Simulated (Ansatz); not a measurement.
A relaxed cell of AlCu (C2/m (No. 12)), relaxed on a k-mesh at least as fine as the one used below. Calculation: PBEsol (plane waves to 420 eV, PAW, scalar-relativistic; Ansatz, a quantum-chemistry and plane-wave program). Γ-centred k-mesh 9×9×6 on the run's cell (coarser than for final values), Fermi–Dirac smearing 0.05 eV.

```xyz
10
Lattice="5.9760 -2.0305 0.0000 5.9760 2.0305 0.0000 -3.9028 0.0000 5.6068" Properties=species:S:1:pos:R:3 pbc="T T T"
Cu     0.0000     0.0000     0.0000
Cu     2.1524     0.0000     1.3401
Cu     5.8970     0.0000     4.2667
Cu    -1.7079     0.0000     4.3306
Cu     9.7572     0.0000     1.2761
Al     4.0247     0.0000     2.8034
Al     0.0621     0.0000     2.5782
Al     7.9872     0.0000     3.0286
Al     0.6318     0.0000     5.5744
Al     7.4175     0.0000     0.0324
```

The atoms are displaced by (Å):

```json
[
 {"atom": "Cu1", "ux": "-0.012", "uy": "0.049", "uz": "-0.051"},
 {"atom": "Cu2", "ux": "-0.156", "uy": "-0.009", "uz": "0.199"},
 {"atom": "Cu3", "ux": "-0.093", "uy": "0.045", "uz": "0.080"},
 {"atom": "Cu4", "ux": "0.052", "uy": "-0.003", "uz": "0.033"},
 {"atom": "Cu5", "ux": "-0.085", "uy": "-0.108", "uz": "-0.011"},
 {"atom": "Al6", "ux": "-0.065", "uy": "0.062", "uz": "-0.092"},
 {"atom": "Al7", "ux": "0.043", "uy": "-0.070", "uz": "0.056"},
 {"atom": "Al8", "ux": "-0.206", "uy": "-0.045", "uz": "-0.200"},
 {"atom": "Al9", "ux": "-0.070", "uy": "-0.065", "uz": "0.014"},
 {"atom": "Al10", "ux": "-0.034", "uy": "-0.074", "uz": "-0.083"}
]
```

Task: What forces (eV/Å) and pressure result?

Result: 
| atom | Fx | Fy | Fz |
|---|---|---|---|
| Cu1 | -0.22 | -0.79 | -0.01 |
| Cu2 | 0.86 | -0.41 | -2.10 |
| Cu3 | 0.11 | -0.69 | -0.59 |
| Cu4 | -0.59 | 0.00 | -0.25 |
| Cu5 | 0.28 | 0.74 | -0.13 |
| Al6 | 0.79 | -0.83 | 1.10 |
| Al7 | -2.10 | 0.27 | 0.48 |
| Al8 | 0.57 | 0.21 | 1.31 |
| Al9 | 0.38 | 0.64 | 0.06 |
| Al10 | -0.07 | 0.86 | 0.13 |

Pressure +2.9 GPa.

Task: Estimate the energy cost of the displacement in the harmonic approximation and compare with the calculation.

Result: For a harmonic well ΔE = −½ Σ F·u = 0.815 eV a cell, or 81 meV/atom. The calculated energy relative to the undisplaced cell is +0.08 eV/atom, so the harmonic estimate holds well.

No spin polarisation in the result.

The run that gave the undisplaced cell could not lose the symmetry of its start; a randomly shaken copy of 10 atoms returns to this structure.
